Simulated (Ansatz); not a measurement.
**One run on Cr (P63/mmc): Cr2 tilted by 45° from z and held**

The calculation used DFT, LDA, all-electron LAPW, scalar-relativistic in Ansatz.

Command: `ansatz run input.yaml --threads 2 --pin off --max-ram 4096MiB --backend cpu --events-out ev --progress --plain --runs-dir out`

```yaml
crystal:
  lattice:
    - [2.714, 0.0, 0.0]
    - [-1.357, 2.3503929459, 0.0]
    - [0.0, 0.0, 4.41]
  atoms:
    - { symbol: Cr, position: [0.3333333333, 0.6666666667, 0.25], spin: 0.5, spin_axis: [0.0, 0.0, 1.0] }
    - { symbol: Cr, position: [0.6666666667, 0.3333333333, 0.75], spin: 0.5, spin_axis: [0.70710678, 0.0, 0.70710678] }
magnetization:
  noncollinear: true
  spin_locking: { lock_directions: true }
kpoints:
  mp_grid: { grid: [12, 12, 7] }
scf:
  occupations: { method: fermi_dirac, width: 0.03 }
  max_iter: 150
  lower_state_search: "off"
hamiltonian:
  xc: lda
  pseudopotentials: { kind: all_electron, lapw: { basis_error: 0.0005 } }
output:
  eigenvalues: false
```

The program prints:

```
settings of this run that can trade accuracy for cost: output.eigenvalues: false. Do not mix this run's numbers with those of runs without the same settings; the input reference describes each key
LAPW: plane waves up to 8.479 Å⁻¹, error target 5.0e-4 eV per atom; small_component_spin mean_spin; Cr in spheres of 1.353 Å, 14 of its electrons in bands, Dirac shells [] (how accurate: hamiltonian.pseudopotentials.lapw.basis_error, Limitations)
Engine: ansatz 0.2.0
Pseudopotentials: kind: all_electron
Pseudopotential: Cr, LAPW, valence charge 14, lapw/all_electron/scalar/gaussian/Cr, Koelling and Harmon's equation, gaussian nucleus
Functional definition: SPW92
  exchange = slater_x
  correlation = pw_c
Crystal: 2 atoms, lattice volume = 28.131 Å³
Basis set: ecut = 273.9339548961373 eV, 287 PW (Γ), exchange–correlation at level 2
Bands: 36, of which v1, the nominal top of the filled ones, is band 28 counted from 1 (27 counted from 0)
Symmetry: 24 space group operations + 24 with time reversal
Moments: of one size on atoms that these operations exchange, one fixing the others by the rotation that the starting moments gave each, and all in one plane where the starting moments lie in one or along one axis (crystal.symmetry.detect: false holds none)
k-points: 76 of 1008
Non-local potential: Cr, projectors of the file, none
Initial density: superposition of atomic densities (chi_scale 0.1, normalization cell)
Starting moments: Σ|m| = 1 μB on 2 of 2 sites
Initial wavefunctions: plane waves of lowest kinetic energy (no species holds an atomic orbital)
Functional: x = slater, c = lda
iter 1 solved again at ethr=2.26e-3 eV; its pass at ethr=1.00e-1 eV (dr2=6.32e-1 eV) is discarded
SCF iter   1: F=-57072.037313 eV  HF=-57084.275292 eV  |F-HF|=1.22e1  |Δ(HF+E_count)|=         —  Δρ=6.55e-2  dr2=6.34e-1  dr2_m=1.56e-2  ethr=2.26e-3  |M|=5.39e-1 ∫|m|=5.84e-1 μB  β_m=0.30  ⟨swp⟩=2.1  Hψ=18344  notcnv=0
preconditioner: auto → none  [metal: Δε(μ)=0.003 eV  Ē_g=3.864 eV  σ=0.030 eV  W_gap=0.03  n_scr=8 (ndim 8)  ℏωp=24.3 eV  f_vac=0.000  D(μ)=3.75/eV (n_scr^D=54)]
iter 2 solved again at ethr=5.58e-5 eV; its pass at ethr=2.26e-3 eV (dr2=1.56e-2 eV) is discarded
SCF iter   2: F=-57080.580980 eV  HF=-57080.713356 eV  |F-HF|=1.32e-1  |Δ(HF+E_count)|=    3.56e0  Δρ=9.77e-3  dr2=1.56e-2  dr2_m=1.94e-4  ethr=5.58e-5  |M|=8.27e-1 ∫|m|=8.86e-1 μB  β_m=0.30  ⟨swp⟩=2.0  Hψ=15793  notcnv=0  defer=1
SCF iter   3: F=-57080.618188 eV  HF=-57080.657915 eV  |F-HF|=3.97e-2  |Δ(HF+E_count)|=         —  Δρ=8.12e-3  dr2=1.01e-2  dr2_m=1.18e-4  ethr=5.57e-5  |M|=8.29e-1 ∫|m|=8.89e-1 μB  β_m=0.55  ⟨swp⟩=2.0  Hψ=8397  notcnv=0
the basis was enlarged: its passes take 4.2 MiB over the memory plan, 2 of 2 planned eigensolver slots
SCF iter   4: F=-57080.625503 eV  HF=-57080.628665 eV  |F-HF|=3.16e-3  |Δ(HF+E_count)|=   2.93e-2  Δρ=1.70e-3  dr2=4.49e-4  dr2_m=1.34e-4  ethr=3.59e-5  |M|=8.65e-1 ∫|m|=9.31e-1 μB  β_m=0.78  ⟨swp⟩=2.0  Hψ=8359  notcnv=0
SCF iter   5: F=-57080.627167 eV  HF=-57080.627253 eV  |F-HF|=8.58e-5  |Δ(HF+E_count)|=   1.41e-3  Δρ=1.63e-3  dr2=4.83e-5  dr2_m=2.57e-4  ethr=1.61e-6  |M|=9.32e-1 ∫|m|=9.90e-1 μB  β_m=0.70  ⟨swp⟩=2.8  Hψ=8460  notcnv=0
SCF iter   6: F=-57080.627393 eV  HF=-57080.627448 eV  |F-HF|=5.56e-5  |Δ(HF+E_count)|=   1.96e-4  Δρ=1.19e-3  dr2=3.63e-6  dr2_m=1.31e-4  ethr=1.72e-7  |M|=9.40e-1 ∫|m|=1.02e0 μB  β_m=0.64  ⟨swp⟩=3.0  Hψ=9069  notcnv=0
SCF iter   7: F=-57080.627595 eV  HF=-57080.627577 eV  |F-HF|=1.80e-5  |Δ(HF+E_count)|=   1.28e-4  Δρ=4.43e-4  dr2=1.80e-5  dr2_m=2.07e-5  ethr=1.30e-8  |M|=1.02e0 ∫|m|=1.10e0 μB  β_m=0.72  ⟨swp⟩=3.4  Hψ=9480  notcnv=0
SCF iter   8: F=-57080.627626 eV  HF=-57080.627624 eV  |F-HF|=1.86e-6  |Δ(HF+E_count)|=   4.73e-5  Δρ=2.00e-4  dr2=2.75e-6  dr2_m=4.44e-6  ethr=1.30e-8  |M|=1.04e0 ∫|m|=1.12e0 μB  β_m=0.73  ⟨swp⟩=3.0  Hψ=9343  notcnv=0
SCF iter   9: F=-57080.627619 eV  HF=-57080.627618 eV  |F-HF|=8.70e-7  |Δ(HF+E_count)|=   5.51e-6  Δρ=7.64e-5  dr2=3.52e-8  dr2_m=4.66e-7  ethr=9.83e-9  |M|=1.04e0 ∫|m|=1.12e0 μB  β_m=0.86  ⟨swp⟩=3.0  Hψ=8716  notcnv=0
SCF iter  10: F=-57080.627620 eV  HF=-57080.627620 eV  |F-HF|=4.83e-8  |Δ(HF+E_count)|=   1.95e-6  Δρ=1.78e-5  dr2=1.40e-9  dr2_m=2.45e-8  ethr=1.26e-10  |M|=1.05e0 ∫|m|=1.13e0 μB  β_m=0.93  ⟨swp⟩=3.4  Hψ=9407  notcnv=0
iter 11 did not close the SCF: its close was put off for a magnetic moment that had not settled (scf_convergence_deferred on its scf_iter line)
SCF iter  11: F=-57080.627620 eV  HF=-57080.627620 eV  |F-HF|=1.41e-9  |Δ(HF+E_count)|=   5.89e-7  Δρ=3.07e-6  dr2=2.35e-10  dr2_m=8.89e-10  ethr=4.99e-12  |M|=1.05e0 ∫|m|=1.13e0 μB  β_m=0.97  ⟨swp⟩=3.1  Hψ=9402  notcnv=0
SCF iter  12: F=-57080.627620 eV  HF=-57080.627620 eV  |F-HF|=1.11e-9  |Δ(HF+E_count)|=   1.33e-7  Δρ=1.44e-6  dr2=5.89e-11  dr2_m=1.67e-10  ethr=1.50e-12 (applied; sched 1.00e-12)  |M|=1.05e0 ∫|m|=1.13e0 μB  ⟨swp⟩=3.0  Hψ=8806  notcnv=0
SCF 1 converged in 12 iterations: F = -57080.627620 eV  dr2 = 5.89e-11
SCF converged after 12 iterations
Stability not checked: this state was not tested for a lower state beside it, because a magnetisation constraint still acts at the end of the SCF (magnetization_constraint; see scf.lower_state_search)
Magnetization: |M| = 1.0499 μB,  M = (+0.4018, +0.0000, +0.9700) μB
Absolute magnetization: 1.1305 μB (∫|m|)
  site 0: m = (+0.0057, -0.0000, +0.5141) μB, |m| = 0.5141 μB  (R = 1.12 Å)
  site 1: m = (+0.3595, -0.0000, +0.3675) μB, |m| = 0.5141 μB  (R = 1.12 Å)
--- Magnetisation constraints (ε_frz = 1.0e-4 eV) ---
  site  kind           target                            achieved (μB)             |Δ|max (μB)  g (eV/μB)                     λ_eff  esc  ok   flags
  0     per_site_axis  ê (+0.000, +0.000, +1.000) ≥0.00  (+0.006, +0.000, +0.514)  5.70e-3      (+1.1e-2, +1.5e-38, +0.0e0)   1.000  0    yes
  1     per_site_axis  ê (+0.707, +0.000, +0.707) ≥0.00  (+0.359, -0.000, +0.368)  4.03e-3      (-8.1e-3, -1.5e-38, +8.1e-3)  1.000  0    yes
Free energy (F): -57080.627620 eV
Harris-Foulkes:  -57080.627620 eV  (|F-HF|=1.11e-9)
Internal energy: -57080.614845 eV  (E = F + TS)
E sigma→0 (E₀):  -57080.621232 eV
Entropy (-TS):   -0.012775 eV (-6.387 meV/atom)
Fermi energy:    15.304837 eV
--- Per-component energies (eV) ---
  E_band       = -384.139945
  E_kinetic    = 57697.100956
  E_xc         = -2539.652181
  E_constr_dc  = 0.000129  (∫m·b dr)
  E_electrostatic = -112238.063620  (all electrons and nuclei)
  E_smearing   = -0.012775  (= −TS)
  E_closure    = 0.000000  (closes the sum)
  E_penalty    = 0.000065  (constraint; not in F)
  E_atoms      = -57061.099246  (free atoms, spherical and without spin; not in F)
  Σ components = -57080.627620   (vs F -57080.627620, Δ=0.00e0)
  Basis errors (estimates in eV, not in F): energy 8.9e-5 per atom: plane waves 6.8e-5 (3.4e-5 summed), levels above the bands 3.6e-14, relativity 2.2e-9, radial functions 2.1e-5, core shells 5.9e-9; eigenvalues (radial functions only) 3.8e-7; not estimated: angular momenta, meshes, grids; target (lapw.basis_error) 5.0e-4; muffin-tin radii Cr 1.353 Å
settings of this run that can trade accuracy for cost: output.eigenvalues: false. Do not mix this run's numbers with those of runs without the same settings; the input reference describes each key
```

Site moments (μB): Cr1 (0.01, 0.00, 0.51); Cr2 (0.36, 0.00, 0.37). Cell moment 1.05 μB.

This cell lies far from its zero-pressure volume, so the numbers describe the cell as given rather than the relaxed compound. The Ansatz runs typed with the search for lower states off end where their start leads. None of this fixes the real material's magnetic order: only patterns that fit the cell were computed, at zero temperature, with a functional that can overstate moments.

It took 52 s on 2 threads of Intel(R) Xeon(R) 6975P-C (Granite Rapids), with other jobs on the host, peak memory 0.77 GiB.
